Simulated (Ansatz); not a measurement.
Relaxed Ni (fcc, Cu type):

```xyz
4
Lattice="3.5188 0.0000 0.0000 0.0000 3.5188 0.0000 0.0000 0.0000 3.5188" Properties=species:S:1:pos:R:3 pbc="T T T"
Ni     0.0000     0.0000     0.0000
Ni     1.7594     1.7594     0.0000
Ni     1.7594     0.0000     1.7594
Ni     0.0000     1.7594     1.7594
```

Scan: atom 3 (Ni, nearest neighbour Ni at 2.488 Å; its periodic images, 3.5 Å or more away, move with it) is displaced along Cartesian x, direction (1.000, 0.000, 0.000) in Cartesian axes, by s. The other atoms stay.

The numbers are results of PBE (plane waves to 420 eV, PAW, scalar-relativistic; Ansatz, an electronic-structure program), not measurements. k mesh 11×11×11 (Γ-centred), Fermi-Dirac smearing 0.05 eV. The energy includes the smearing's −TS. Compression counts positive. With partly filled bands, energies and forces of such displacements shift with the k mesh and the smearing. F∥ is the force on the atom along that direction. On this mesh the relaxed cell isn't quite at rest: it carries a pressure of 0.1 GPa (compression positive) at the zero of the scan. Ni was relaxed with its symmetry unable to fall. Relaxed Ni ends ferromagnetic. The PAW data are Ansatz's earlier set. The magnetic order is the one the run started from; other orders were not tried. The zero of ΔE is the undisplaced structure.

```
s (Å)   ΔE (eV/cell)  F∥ (eV/Å)  moment (μB/cell)  P (GPa)
------  ------------  ---------  ----------------  -------
-0.500         1.241      5.288              2.56     15.0
-0.400         0.774      4.055              2.56      9.6
-0.300         0.426      2.923              2.56      5.4
-0.200         0.186      1.888              2.57      2.5
-0.100         0.046      0.924              2.57      0.7
0.000          0.000      0.000              2.57      0.1
0.100          0.046     -0.924              2.57      0.7
0.200          0.186     -1.888              2.57      2.5
0.300          0.426     -2.923              2.56      5.4
0.400          0.774     -4.055              2.56      9.6
0.500          1.241     -5.288              2.56     15.0
```

Key numbers:

The energy at s = 0.500 Å is 1241 meV/cell and the force along the line at s = -0.500 Å is 5.29 eV/Å. The force constant k = d²E/ds² at s = 0 (finite differences) is 9.17 eV/Å². Symmetry of the curve: even: the same for both signs. Shape of the curve: a single well with its minimum at or next to zero displacement. Harmonic estimate at the end of the scan: ½ks² = 1147 meV/cell against the computed 1241 meV/cell, so the well is stiffer than harmonic there.

(For displaced atoms, the force is minus the slope of the energy, and its curvature is a force constant, which sets phonon frequencies.)
